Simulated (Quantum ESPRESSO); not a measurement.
¹¹⁹Sn Mössbauer quadrupole splitting in SnSe

```
CELL_PARAMETERS angstrom
     11.66446     0.00000     0.00000
      0.00000     4.12625     0.00000
      0.00000     0.00000     4.70091
ATOMIC_POSITIONS crystal
  Sn 0.61879 0.75000 0.37655
  Sn 0.38121 0.25000 0.62345
  Sn 0.88121 0.25000 0.87655
  Sn 0.11879 0.75000 0.12345
  Se 0.14855 0.25000 0.50918
  Se 0.85145 0.75000 0.49082
  Se 0.35145 0.75000 0.00918
  Se 0.64855 0.25000 0.99082
```
The cell comes from the Materials Project (a computed structure). It is SnSe in Pnma. Stability against distortions was not tested. Forces on the atoms reach 0.16 eV/Å at this level.

Cores are frozen. Sn, Se had no test against all-electron runs. Spin–orbit coupling is left out, a limit on Sn.

Task: Which quadrupole splittings follow from a PBE PAW density (pw.x of a modified build of Quantum ESPRESSO, JTH datasets) with the all-electron reconstruction of Petrilli and co-workers (20 Ha, k-mesh 2×6×5 through Γ), with |Q| = 0.132 barn for the excited I = 3/2 Mössbauer level and E_γ = 23.875 keV? Use Δ = ½|eQVzz|(1 + η²/3)^½ c/E_γ, as seen without magnetic splitting.

Result: 
```csv
site,Vzz (10²¹ V/m²),η,Δ (mm/s)
"Sn (atoms 1, 2, 3, 4)",-9.98,0.40,0.85
```
